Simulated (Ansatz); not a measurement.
Hf:
```
CELL_PARAMETERS angstrom
      0.00000     3.26949     3.26949
      3.26949     0.00000     3.26949
      3.26949     3.26949     0.00000
ATOMIC_POSITIONS crystal
  Hf 0.00000 0.00000 0.00000
  Hf 0.25000 0.25000 0.25000
```

Relaxed with PBE. Special points in fractions of this cell's reciprocal vectors: Γ (0.000, 0.000, 0.000); X (0.500, 0.000, 0.500); U (0.625, 0.250, 0.625); K (0.375, 0.375, 0.750); L (0.500, 0.500, 0.500); W (0.500, 0.250, 0.750).

List the band energies nearest the Fermi level at these points for plane-wave PAW PBE (Ansatz code).

In eV from the Fermi level; about four levels below and three above (degenerate sets whole), none deeper than 8.9 eV; points with the same levels are listed once.

```tsv
k	below	above
Γ	-5.08 -0.29 -0.29	0.15 0.15 0.15
X	-1.25 -1.25 -1.19 -1.19	0.35 0.35 2.13 2.13
U	-1.26 -1.02 -0.80 0.00	1.14 1.49 1.97
L	-0.84 -0.26 -0.26 -0.04	0.22 0.22 3.06 3.06
W	-1.23 -1.23 -1.21 -1.21	1.02 1.02 1.07 1.07
```

Space group Fd-3m (diamond). The start of the workflow was typed in or built on a structure type; neither database checked (COD, Materials Project) lists it. It is not the phase usual at ambient conditions (space group No. 194). The cell was relaxed with PBE under the symmetry of its start; whether a distortion lowers the energy is not shown. No spin polarisation was allowed. Spin–orbit coupling is left out wherever it is not named.

Potentials: the later of the program's two PAW sets.
